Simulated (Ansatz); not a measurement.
**ZrPbO₃, first-principles data**

ZrPbO$_{3}$:
```
ZrPbO3
1.0
    4.10848     0.00000     0.00000
    0.00000     4.10848     0.00000
    0.00000     0.00000     4.10848
Zr Pb O
1 1 3
Direct
  0.00000   0.00000   0.00000
  0.50000   0.50000   0.50000
  0.50000   0.00000   0.00000
  0.00000   0.50000   0.00000
  0.00000   0.00000   0.50000
```

Space group Pm-3m (No. 221), cubic perovskite; conventional cell a = b = c = 4.108 Å, α = β = γ = 90.00°.

Method: plane-wave PAW LDA (Ansatz code). Geometry: relaxed at this level of theory. Other levels are named where they apply.

Cell and energy:

* **Volume per atom**: 13.87 Å³
* **Density**: 8.29 g/cm³
* **Formation energy from the elements (no fitted shifts)**: -2.53 eV/atom

Electronic structure:

- Band gap = 2.36 eV (direct)
- Valence-band maximum = at X
- Conduction-band minimum = at X (3 equivalent valleys)
- Electron effective mass = 0.18, 0.33, 0.33 mₑ (principal values)
- Hole effective mass = 0.24, 0.77, 0.77 mₑ (principal values)

Mechanics:

* **Bulk modulus (Birch–Murnaghan fit)**: 181 GPa
* **Pressure derivative B′**: 4.4
* **Elastic constants (relaxed ions, GPa)**: C11 = 352, C12 = 96.2, C44 = 65.6
* **Mechanical stability**: stable (all eigenvalues of C positive)
* **Hill bulk and shear moduli**: 182 and 86.0 GPa
* **Young's modulus**: 223 GPa
* **Poisson's ratio**: 0.30
* **Debye temperature from the elastic constants**: 445 K

Dielectric response:

- Electronic dielectric constant ε∞ (DFPT): 6.94
- Born charges (a third of the trace): Zr +5.91, Pb +3.92, O -3.28 e

Phonons:

Highest zone-centre frequency (without LO–TO term): 71.6 meV
Zone-centre stability: unstable, softest mode 143i cm⁻¹
Dynamical stability on the path: unstable, down to 187i cm⁻¹

The workflow started from a Materials Project entry (that database holds measured and hypothetical structures alike); the Crystallography Open Database copy checked does not list it. COD files the formula under space group No. 38, 55. Its standing as an ambient phase is unchecked. Symmetry was held in the LDA relaxation. The run is not spin-polarised. The references are the lowest solids computed at this level, not always the standard phases (solids in place of the gases). Scalar-relativistic: spin–orbit coupling is off unless named, which matters more the heavier the elements.

Potentials: the later of the program's two PAW sets.
